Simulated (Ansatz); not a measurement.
TaGeO in space group P4/nmm (No. 129; Ta on 2c, Ge on 2a, O on 2c) under volume change, the program Ansatz at the PBEsol level (PAW), shape and atoms relaxed at each volume.

```tsv
V (Å³/atom)	E − E(relaxed) (meV/atom)	P (GPa)
11.922	?	?
12.315	28.3	12.36
12.708	6.6	5.57
13.101	0.0	0.00
13.494	5.9	-4.68
13.887	22.3	-8.54
14.280	?	?
```

Task: Some entries are withheld; supply them.

Result: 
- 11.922, E − E(relaxed) (meV/atom): 68.2
- 11.922, P (GPa): 20.38
- 14.280, E − E(relaxed) (meV/atom): 47.1
- 14.280, P (GPa): -11.61

Task: What does a third-order Birch–Murnaghan fit give for V₀, B₀ and B′?

Result: V₀ = 13.10 Å³/atom, B₀ = 169 GPa, B′ = 5.2.

The start of the workflow was typed in or built on a structure type; neither database checked (COD, Materials Project) lists it. Its standing as an ambient phase is unchecked. The PBEsol relaxation kept the symmetry of its start. At this level the phase is dynamically unstable (imaginary phonons). The run is not spin-polarised. The volume moved by -20 % from the start of the relaxation. Spin–orbit coupling is left out wherever it is not named.

Potentials: the earlier of the program's two PAW sets. The files were generated under PBE; for other functionals the program regenerates the frozen cores, and for LDA and PBEsol the local potential too.
